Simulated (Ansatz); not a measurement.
Given:

Rb2NbF6:
```
Rb2NbF6
1.0
    6.22497     0.00000     0.00000
   -3.11248     5.39098     0.00000
    0.00000     0.00000     4.72405
Rb Nb F
2 1 6
Direct
  0.33333   0.66667   0.69776
  0.66667   0.33333   0.30224
  0.00000   0.00000   0.00000
  0.84265   0.15735   0.78407
  0.15735   0.84265   0.21593
  0.84265   0.68529   0.78407
  0.15735   0.31471   0.21593
  0.31471   0.15735   0.78407
  0.68529   0.84265   0.21593
```
The run is spin-polarised, in the one order tried: ferromagnetic.

This is the HSE06-relaxed structure.

Question: All from DFT-HSE06 in the program Ansatz with PAW potentials, unless another level is named. Give the Bader charges.

Answer: Rb +0.93, Nb +2.77, F -0.77 e.

Question: And the net moment?

Answer: 0.11 μB per atom.

Space group P-3m1. The first step of the workflow began from a Materials Project structure, measured or hypothetical; the Crystallography Open Database files this formula in space group No. 164, but the cells were not matched. Whether it is the stable phase at ambient conditions was not checked. The cell was relaxed with HSE06 under the symmetry of its start; whether a distortion lowers the energy is not shown. Spin order of the final state: ferromagnetic, the only order run, not a proven ground state. The cell computed holds one magnetic atom, so no antiferromagnetic order was within reach. Other orbital occupations within this spin state were not tried.

Potentials: the later of the program's two PAW sets.
